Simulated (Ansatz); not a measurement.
Relaxed Ag (fcc, Cu type):

```
Ag
1.0
    4.14918     0.00000     0.00000
    0.00000     4.14918     0.00000
    0.00000     0.00000     4.14918
Ag
4
Direct
  0.00000   0.00000   0.00000
  0.50000   0.50000   0.00000
  0.50000   0.00000   0.50000
  0.00000   0.50000   0.50000
```

Level of theory: PBE (plane waves to 420 eV, PAW, scalar-relativistic; Ansatz, a program for electronic structure). k mesh 9×9×9 (Γ-centred), Fermi-Dirac smearing 0.05 eV. With partly filled bands, energies and forces of such displacements shift with the k mesh and the smearing. On this mesh the relaxed cell isn't quite at rest: it carries a pressure of -0.1 GPa (compression positive) at the zero of the scan. Ag was relaxed with its symmetry unable to fall. The PAW data are Ansatz's earlier set.

One atom of the cell was then moved (with its periodic images), all else fixed, and the forces (eV/Å) came out as:

| atom | Fx | Fy | Fz |
|---|---|---|---|
| Ag1 | 1.140 | 0.000 | 0.000 |
| Ag2 | -0.592 | 0.000 | 0.000 |
| Ag3 | -0.592 | 0.000 | 0.000 |
| Ag4 | 0.045 | 0.000 | 0.000 |

### Question
Which atom was moved, and by which vector (Å)?

### Answer
Ag1, by (-0.24, 0.00, 0.00), 0.24 Å in all.

(A displaced cell: forces are minus the slopes of the energy, force constants its curvatures, and phonons follow from these.)
